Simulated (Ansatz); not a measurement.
Input and command of a plane-wave DFT calculation in Ansatz:

```yaml
crystal:
  lattice:
    - [2.8895962972, 1.6683092, 5.3622141903]
    - [-2.8895962972, 1.6683092, 5.3622141903]
    - [0.0, -3.3366184, 5.3622141903]
  atoms:
    - { symbol: Zr, position: [0.4267349429, 0.0732650571, 0.75] }
    - { symbol: Zr, position: [0.0732650571, 0.75, 0.4267349429] }
    - { symbol: Zr, position: [0.75, 0.4267349429, 0.0732650571] }
    - { symbol: Zr, position: [0.25, 0.5732650571, 0.9267349429] }
    - { symbol: Zr, position: [0.9267349429, 0.25, 0.5732650571] }
    - { symbol: Zr, position: [0.5732650571, 0.9267349429, 0.25] }
    - { symbol: "N", position: [0.3387433234, 0.3387433234, 0.3387433234] }
    - { symbol: "N", position: [0.1612566766, 0.1612566766, 0.1612566766] }
    - { symbol: "N", position: [0.8387433234, 0.8387433234, 0.8387433234] }
    - { symbol: "N", position: [0.6612566766, 0.6612566766, 0.6612566766] }
basis:
  ecutwfc: 420
kpoints:
  mp_grid: { grid: [12, 12, 12] }
hamiltonian:
  xc: pbesol
scf:
  occupations: { method: gaussian, width: 0.1 }
output:
  forces: true
  stress: true
  eigenvalues: true
relax:
  adjacent_minimum: "off"
  f_tol: 0.01
  max_steps: 30
  cell: { stress_tol: 0.1, fix: [volume] }
```

```bash
ansatz run input.yaml --threads 2 --pin off --max-ram 5120MiB --backend cpu --events-out ev --progress --plain --runs-dir out
```

Processor: AMD EPYC 9R45 96-Core Processor (Zen 5), 2 threads, on a host shared with other jobs.

Question: How long does it run, and how much memory does it take?

Answer: About 81 s on 2 threads of AMD EPYC 9R45 96-Core Processor (Zen 5), on a shared host, peak memory 1.4 GiB. It solves 56 bands at 189 k points (the mesh reduced by symmetry) with about 3035 plane waves, in 30 SCF iterations over 5 ionic steps.
